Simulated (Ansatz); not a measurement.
A single-point run of Ansatz (plane waves, PAW) on Ti3SiO8 on the sites of the rutile structure (relaxed group Cmmm), with the lines that name the functional removed. The cell was relaxed beforehand with r2SCAN.

```cif
data_structure
_symmetry_space_group_name_H-M 'P 1'
_symmetry_Int_Tables_number 1
_cell_length_a 4.4894
_cell_length_b 4.4894
_cell_length_c 5.7867
_cell_angle_alpha 90.000
_cell_angle_beta 90.000
_cell_angle_gamma 89.847
_cell_volume 116.63
loop_
_atom_site_label
_atom_site_type_symbol
_atom_site_fract_x
_atom_site_fract_y
_atom_site_fract_z
_atom_site_occupancy
Si1 Si 0.50000 0.50000 0.00000 1
Ti1 Ti 0.00000 0.00000 0.75599 1
O1 O 0.20955 0.20955 0.00000 1
O2 O 0.79045 0.79045 0.00000 1
O3 O 0.68781 0.31219 0.77044 1
O4 O 0.31219 0.68781 0.77044 1
Ti2 Ti 0.50000 0.50000 0.50000 1
Ti3 Ti 0.00000 0.00000 0.24401 1
O5 O 0.19508 0.19508 0.50000 1
O6 O 0.80492 0.80492 0.50000 1
O7 O 0.68781 0.31219 0.22956 1
O8 O 0.31219 0.68781 0.22956 1
```

```
scf.n_extra_bands = 7 over 44 filled bands (N_el = 88.0): the run solves 51 bands
Crystal: 12 atoms, lattice volume = 116.631 Å³
Basis set: ecut = 500 eV, 2977 PW (Γ)
Symmetry: 8 space group operations
Space group: Cmmm (ITA 65)
k-points: 39 of 144
SCF converged after 9 iterations
Free energy (F): -12717.986226 eV
Fermi energy:    9.232942 eV
--- Per-component energies (eV) ---
  E_band       = -630.813558
  E_kinetic    = 2285.981892
  E_local      = -5261.571799
  E_nonlocal   = 403.059000
  E_hartree    = 1994.795053
  E_xc         = -926.019104
  E_vxc        = -1306.317977
  E_paw        = -4962.413636
  E_vpaw       = -825.919657
  E_vtau       = 84.359219
  E_ewald      = -6250.733985
  E_core_change = -1.092332
--- Stress (GPa, compression-positive) ---
        0.006416       0.000000       0.000000
        0.000000       0.027235       0.000000
        0.000000       0.000000       0.014089
  P = ⅓ Tr σ = 0.0159 GPa (0.159 kbar)
--- Band table (eV; the first three rows and the last of 39) ---
  k-point 0: bands = […, 7.0986, 7.8365, 8.1735, 8.5927, 8.7194, 9.2329, 11.2081, 11.5910, 11.9552, 12.0541, …]
  k-point 1: bands = […, 7.5379, 7.6807, 7.7263, 8.2874, 8.4885, 9.1394, 11.4530, 11.7704, 11.7768, 12.1544, …]
  k-point 2: bands = […, 7.5123, 7.7038, 7.8052, 7.9843, 8.3297, 8.9181, 11.6301, 11.7698, 11.9122, 12.2835, …]
  k-point 38: bands = […, 7.4082, 7.4484, 7.5023, 7.5360, 7.9231, 7.9605, 11.7607, 11.9027, 11.9207, 12.2499, …]
```

bands.tsv, columns around the gap (it counts bands from 0):
```tsv
# k_distance	band_39	band_40	band_41	band_42	band_43	band_44	band_45	band_46	band_47
# fermi_ev = 9.232942
# [0, 0, 0] at k_distance = 0.000000
# [0.5, 0.5, 0] at k_distance = 0.988312
# [0, 0, 0.5] at k_distance = 2.115919
# [0.4986667243, -0.4986667243, 0.5] at k_distance = 3.104234
# [0.5013332757, 0.4986667243, 0.5] at k_distance = 4.500053
# [0.5, 0, 0] at k_distance = 5.384257
# levels_relative_to = fermi_ev
0.000	-1.396	-1.059	-0.640	-0.513	0.000	1.975	2.358	2.722	2.821
0.988	-1.489	-1.473	-1.357	-0.880	-0.690	1.972	2.475	2.769	2.848
2.116	-1.529	-1.428	-1.249	-0.903	-0.315	2.397	2.537	2.679	3.051
3.104	-1.785	-1.731	-1.697	-1.310	-1.273	2.528	2.670	2.688	3.017
4.500	-1.785	-1.731	-1.697	-1.310	-1.273	2.528	2.670	2.688	3.017
5.384	-1.810	-1.478	-1.213	-0.988	-0.722	2.155	2.320	2.424	2.714
```
In order the rows are Γ, Y, Z, A₀, E₀, S.

Q: Which level of theory was used?
A. r2SCAN
B. PBE
C. LDA
D. Hartree-Fock

A: A. r2SCAN. The term E_vtau belongs to a meta-GGA, which reads the kinetic-energy density. There is no exchange loop, so no exact exchange. The stress vanishes on a cell relaxed with r2SCAN. The r2SCAN gap is indirect, 1.97 eV (Γ to Y), below the direct gap of 1.98 eV at Γ. Least and direct gap differ so little that the kind isn't settled. The lowest empty level at Γ lies only 3 meV higher, so the place of the conduction bottom isn't settled. Within one family of functionals the choice rests on the size of the gap and stress, not on a line of the log.

It took 6.1 s on 1 × NVIDIA H100 80GB HBM3 with 2 threads of AMD EPYC 7R13 Processor (Zen 3) (shared host); peak host memory 1.4 GiB.

The calculation is spin-unpolarised, and the structure need not be a phase that has been made.
